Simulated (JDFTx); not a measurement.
```json
{
 "surface": "WC(1 1 -2 0), C/W outermost, slab composition W6C6",
 "bulk": "WC, P-6m2, lattice of mp-1894 (not re-optimised)",
 "slab": "12 atoms in 6 planes, 1x1, 7.1 Å between the outermost planes",
 "in-plane cell": "2.839 × 5.052 Å, 14.34 Å²",
 "cell_height": "23.3 Å",
 "sampling": "8×4×1 k mesh, Fermi smearing 0.01 Ha, no spin polarisation"
}
```

Whether this polymorph is the ambient one wasn't checked.

Profiles through the double layer of this slab, charged, in CANDLE, water, 1 M NaCl; PBE, GBRV ultrasoft potentials, plane waves to 20/100 Ha, a modified build of JDFTx. z is the height above the outermost atoms, φ the plane-averaged electrostatic potential energy of an electron (zero in the bulk liquid), ρ_b the bound charge of solvent and ions, s the cavity shape function (0 in the solid, 1 in the liquid).

```json
[
 {"z (Å)": "0.87", "n (e/Å³)": "0.1750", "s": "0.00", "φ (eV)": "-2.748", "ρ_b (10⁻³ e/Å³)": "-0.21"},
 {"z (Å)": "1.34", "n (e/Å³)": "0.0398", "s": "0.00", "φ (eV)": "-1.873", "ρ_b (10⁻³ e/Å³)": "-4.74"},
 {"z (Å)": "1.80", "n (e/Å³)": "0.0092", "s": "0.02", "φ (eV)": "-0.598", "ρ_b (10⁻³ e/Å³)": "-16.78"},
 {"z (Å)": "2.27", "n (e/Å³)": "0.0019", "s": "0.16", "φ (eV)": "-0.168", "ρ_b (10⁻³ e/Å³)": "-7.12"},
 {"z (Å)": "2.74", "n (e/Å³)": "0.0004", "s": "0.44", "φ (eV)": "-0.108", "ρ_b (10⁻³ e/Å³)": "-0.53"},
 {"z (Å)": "3.20", "n (e/Å³)": "0.0001", "s": "0.74", "φ (eV)": "-0.085", "ρ_b (10⁻³ e/Å³)": "-0.14"},
 {"z (Å)": "3.67", "n (e/Å³)": "0.0000", "s": "0.95", "φ (eV)": "-0.071", "ρ_b (10⁻³ e/Å³)": "-0.07"},
 {"z (Å)": "4.13", "n (e/Å³)": "0.0000", "s": "1.00", "φ (eV)": "-0.061", "ρ_b (10⁻³ e/Å³)": "-0.03"},
 {"z (Å)": "4.60", "n (e/Å³)": "0.0000", "s": "1.00", "φ (eV)": "-0.052", "ρ_b (10⁻³ e/Å³)": "-0.03"},
 {"z (Å)": "5.07", "n (e/Å³)": "0.0000", "s": "1.00", "φ (eV)": "-0.045", "ρ_b (10⁻³ e/Å³)": "-0.03"},
 {"z (Å)": "5.53", "n (e/Å³)": "0.0000", "s": "1.00", "φ (eV)": "-0.038", "ρ_b (10⁻³ e/Å³)": "-0.02"},
 {"z (Å)": "6.00", "n (e/Å³)": "0.0000", "s": "1.00", "φ (eV)": "-0.033", "ρ_b (10⁻³ e/Å³)": "-0.02"},
 {"z (Å)": "6.46", "n (e/Å³)": "0.0000", "s": "1.00", "φ (eV)": "-0.028", "ρ_b (10⁻³ e/Å³)": "-0.02"},
 {"z (Å)": "6.93", "n (e/Å³)": "0.0000", "s": "1.00", "φ (eV)": "-0.024", "ρ_b (10⁻³ e/Å³)": "-0.01"},
 {"z (Å)": "7.40", "n (e/Å³)": "0.0000", "s": "1.00", "φ (eV)": "-0.021", "ρ_b (10⁻³ e/Å³)": "-0.01"},
 {"z (Å)": "7.86", "n (e/Å³)": "0.0000", "s": "1.00", "φ (eV)": "-0.018", "ρ_b (10⁻³ e/Å³)": "-0.01"}
]
```

Question: Is the electrode positively or negatively charged, and roughly by how much?

Answer: Positively: σ = 22.3 μC/cm² per face. The liquid's bound charge is of the opposite sign overall, and far from the surface φ decays with the screening length (3.0 Å).
